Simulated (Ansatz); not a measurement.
Si3Bi4O12 in space group I-43d (No. 220; Si on 12a, Bi on 16c, O on 48e), PBEsol (plane waves, PAW; program Ansatz). The conduction-band minimum lies on the Γ–H line, 54 % of the way from Γ, with 6 equivalent valleys. Second derivatives d²E/dk² of the lowest band at one valley (eV·Å²), along Cartesian directions:

| direction | d²E/dk² |
|---|---|
| [100] | 3.665 |
| [010] | 3.665 |
| [001] | 4.273 |
| [110] | 3.669 |
| [101] | 3.954 |
| [011] | 3.954 |

**Question.** Find the principal effective masses, the density-of-states mass and the conductivity mass.

**Answer.** Off-diagonal terms follow from H_xy = H[110] − (H_xx + H_yy)/2, and m*/mₑ = 7.620 eV·Å² over each eigenvalue: 1.8, 2.1, 2.1. One valley's DOS mass (m₁m₂m₃)^(1/3) = 2.0, conductivity mass 3/(Σ 1/mᵢ) = 2.0 mₑ.

**Question.** What effective density of states Nc follows at 300 K for parabolic valleys?

**Answer.** Nc = 2.509e19 × 6 × (2.0)^(3/2) ≈ 4.3e20 cm⁻³.

The first step of the workflow began from a Materials Project structure, measured or hypothetical; the Crystallography Open Database files this formula in space group No. 220, but the cells were not matched. Its standing as an ambient phase is unchecked. Symmetry was held in the PBEsol relaxation; whether a distortion lowers the energy is not shown. Spin–orbit coupling is left out wherever it is not named.

Potentials: the later of the program's two PAW sets.

Edges and masses are those of Kohn–Sham bands, whose gap is no quasiparticle gap.
